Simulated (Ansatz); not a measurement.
Put CoSi4 in P4/mmm (No. 123): Co on 1a; Si on 4k.

Theory: DFT PBE, scalar-relativistic, plane waves, PAW (Ansatz). Cutoff 420 eV, Γ-centred mesh, Gaussian smearing, no spin polarisation.

Energies over the elements count from the elements' standard structures at the same level, with no fitted energy shifts.

**Question.** Predict the relaxed structure.

**Answer.**

Space group P4/mmm (No. 123). a = 5.164 Å, b = 5.164 Å, c = 2.644 Å, α = 90.00°, β = 90.00°, γ = 90.00°
| atom | site | symmetry | x | y | z |
| --- | --- | --- | --- | --- | --- |
| Co | 1a | 4/mmm | 0.0000 | 0.0000 | 0.0000 |
| Si | 4k | m.2m | 0.7316 | 0.7316 | 0.5000 |

Around Co lie 8 Si at 2.36 Å and 2 Co at 2.64 Å; Si is surrounded by 2 Co at 2.36 Å, 2 Si at 2.39 Å and 4 Si at 2.64–2.77 Å. Another local minimum with the same sites may exist.

**Question.** Where does its energy lie, and is it a metal?

**Answer.** The formation energy is −0.19 eV/atom and the gap on the 8×8×14 mesh of the 5-atom cell is 0 eV (a metal). Whether it is stable depends on the other phases of the system, which aren't compared here.

The last run used Gaussian smearing of 0.10 eV. Trial moments died out on the coarse mesh, so the last step has no spin; another magnetic start might hold. A structure relaxed within its symmetry needn't be a true minimum.
